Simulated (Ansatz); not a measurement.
Ge$_{2}$Sb$_{2}$Te$_{5}$:
```xyz
9
Lattice="4.2185 0.0000 0.0000 -2.1092 3.6533 0.0000 0.0000 0.0000 17.9462" Properties=species:S:1:pos:R:3 pbc="T T T"
Ge     0.0000     0.0000     5.9977
Ge     0.0000     0.0000    11.9485
Sb     0.0000     2.4355     2.0132
Sb     2.1092     1.2178    15.9330
Te     0.0000     0.0000     0.0000
Te     0.0000     2.4355    14.2003
Te     2.1092     1.2178     3.7459
Te     0.0000     2.4355     7.3992
Te     2.1092     1.2178    10.5469
```

Relaxed with r²SCAN+D4. Special points in fractions of this cell's reciprocal vectors: Γ (0.000, 0.000, 0.000); M (0.500, 0.000, 0.000); K (0.333, 0.333, 0.000); A (0.000, 0.000, 0.500); L (0.500, 0.000, 0.500); H (0.333, 0.333, 0.500).

Problem. List the band energies nearest the Fermi level at these points for r²SCAN+D4 (plane waves, PAW; program Ansatz).

Solution. In eV from the Fermi level; about four levels below and three above (degenerate sets whole), none deeper than 8.9 eV; points with the same levels are listed once.

```json
[
 {"k": "Γ", "below": "-1.74 -1.74 -1.31 -1.15", "above": "0.01 0.01 0.02"},
 {"k": "M", "below": "-2.34 -2.13 -1.47 -1.35", "above": "0.35 0.41 0.58"},
 {"k": "K", "below": "-2.58 -1.58 -1.58 -1.33", "above": "0.71 0.71 0.74"},
 {"k": "A", "below": "-1.81 -1.81 -1.81 -1.81 -1.78 -0.96 -0.01", "above": "0.03 0.03 0.17"},
 {"k": "L", "below": "-2.37 -2.20 -2.06 -0.85", "above": "0.08 0.50 0.81"},
 {"k": "H", "below": "-2.13 -1.85 -1.85 -1.77", "above": "1.05 1.05 1.10"}
]
```

Space group P-3m1. Symmetry was held in the r²SCAN+D4 relaxation. A small band overlap can be real or an error of a semilocal functional. The Fermi level of a semimetal is unsure by some 0.05 eV on such meshes. Spin–orbit coupling is left out wherever it is not named.

Potentials: the later of the program's two PAW sets.
